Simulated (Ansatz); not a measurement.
CrB$_{4}$:
```xyz
10
Lattice="4.7042 0.0000 0.0000 0.0000 5.4449 0.0000 0.0000 0.0000 2.8467" Properties=species:S:1:pos:R:3 pbc="T T T"
Cr     2.3521     2.7225     1.4233
Cr     0.0000     0.0000     0.0000
B      3.1199     4.7284     1.4233
B      1.5843     0.7165     1.4233
B      0.7678     3.4390     0.0000
B      3.9364     2.0059     0.0000
B      3.4139     0.9823     1.4233
B      1.2902     4.4626     1.4233
B      1.0619     1.7401     0.0000
B      3.6423     3.7048     0.0000
```

Relaxed with r²SCAN.

Task: Give the Bader charges and basin volumes of the independent atoms, r²SCAN in the plane-wave PAW code Ansatz.

Result: 

```tsv
atom	Bader charge (e)	Bader volume (Å³)
Cr1	+0.97	7.7
B3	-0.13	7.0
B7	-0.35	7.3
```

Space group Pnnm. The workflow started from a Materials Project entry (that database holds measured and hypothetical structures alike); the Crystallography Open Database copy checked does not list it. COD files the formula under space group No. 71. Its standing as an ambient phase is unchecked. The cell was relaxed with r²SCAN under the symmetry of its start; whether a distortion lowers the energy is not shown. No spin polarisation was allowed.

Potentials: the later of the program's two PAW sets.
